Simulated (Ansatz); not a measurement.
## Review of an SCF result for NiO

System: NiO, a measured crystal structure (space group R-3m, primitive cell doubled); the cell holds 4 atoms. The computed pressure is over 10 GPa in size, so the cell is far from the computed equilibrium volume (the chosen U may not suit it). Source: COD entry 1526380, which need not be the ambient phase.

Method: DFT, PBE+U, PAW, plane waves, scalar-relativistic in Ansatz development build ahead of 0.2.0.

```yaml
crystal:
  lattice:
    - [-1.47584844, -0.8520815, -2.40567]
    - [1.47584844, 0.8520815, -4.81134]
    - [1.47584844, -2.55624449, 0.0]
  atoms:
    - { symbol: Ni, position: [0.0, 0.0, 0.0], spin: 2.0 }
    - { symbol: Ni, position: [0.0, 0.5, 0.5], spin: -2.0 }
    - { symbol: O, position: [0.5, 0.0, 0.5] }
    - { symbol: O, position: [0.5, 0.5, 0.0] }
magnetization:
  spin_polarized: true
hamiltonian:
  xc: pbe
  pseudopotentials: { kind: paw }
  hubbard: { sites: [{ species: Ni, l: d, u_eff: 6.2 }] }
basis:
  ecutwfc: 420
kpoints:
  mp_grid: { grid: [9, 5, 7] }
scf:
  occupations: { method: gaussian, width: 0.05 }
  lower_state_search: "off"
output:
  forces: true
  stress: true
```

Wall time and machine: 5.7 s on 2 threads of Arm Neoverse V1, on a shared host, peak memory 0.48 GiB.

The end of the output:

```
SCF converged after 11 iterations
Magnetization: 0.0000 μB (24.0000 up, 24.0000 down)
Absolute magnetization: 3.8158 μB (∫|ρ↑−ρ↓|, with the PAW one-centre terms)
Spin contamination: 2.0018 ħ² per cell (⟨S²⟩ above its minimum at these occupations)
Per-site moments (μB) at R_I (Å): [(1.7273, 0.8604), (-1.7273, 0.8604), (0.0693, 0.8604), (-0.0693, 0.8604)]
Free energy (F): -12809.327240 eV
Harris-Foulkes:  -12809.327240 eV  (|F-HF|=3.04e-9)
Internal energy: -12809.327240 eV  (E = F + TS)
E sigma→0 (E₀):  -12809.327240 eV
Fermi energy:    15.061044 eV
--- Forces (eV/Å), atoms counted from 1 ---
  atom   1  Ni     0.00000000    -0.00000000     0.00000000
  atom   2  Ni     0.00000000     0.00000000     0.00000000
  atom   3  O      0.00000000     0.00000000     0.00000000
  atom   4  O      0.00000000     0.00000000     0.00000000
--- Stress (GPa, compression-positive) ---
       14.383972      -0.022123       0.030085
       -0.022123      14.409517       0.017370
        0.030336       0.017514      14.709098
  P = ⅓ Tr σ = 14.5009 GPa (145.009 kbar)
```

A static U favours moments and orbital order; the result depends on U and need not be the measured state.

Site moments are taken inside atomic spheres and don't add up to the total.

Eigenvalues of the Hubbard occupation matrices: Ni1 up 1.00 1.00 1.00 1.00 1.00, down 0.13 0.13 1.00 1.00 1.00; Ni2 up 0.13 0.13 1.00 1.00 1.00, down 1.00 1.00 1.00 1.00 1.00.

Task: Has the SCF ended in the lowest solution? If not, by how much is it too high?

Result: No. A state 5.0 meV/atom (0.020 eV per cell) lower exists in this cell: ferromagnetic, site moments Ni1 1.72, Ni2 1.72, O3 0.20, O4 0.20 μB, total 4.00 μB per cell, a gap of 2.27 eV on the k-mesh. It was reached from: parallel moments, default search for lower states [Ni1 2.00, Ni2 2.00 μB]; usual moments times 1.4, signs ++, plain SCF [Ni1 2.80, Ni2 2.80 μB]. Its occupation eigenvalues are Ni1 up 1.00 1.00 1.00 1.00 1.00, down 0.13 0.13 1.00 1.00 1.00; Ni2 up 1.00 1.00 1.00 1.00 1.00, down 0.13 0.13 1.00 1.00 1.00. States within about 5 meV/atom are too close for this mesh, smearing and search to settle their order. This multiple of the primitive cell fits some opposed orders; other multiples fit others. Orders that need a larger cell or non-collinear spins weren't tried.
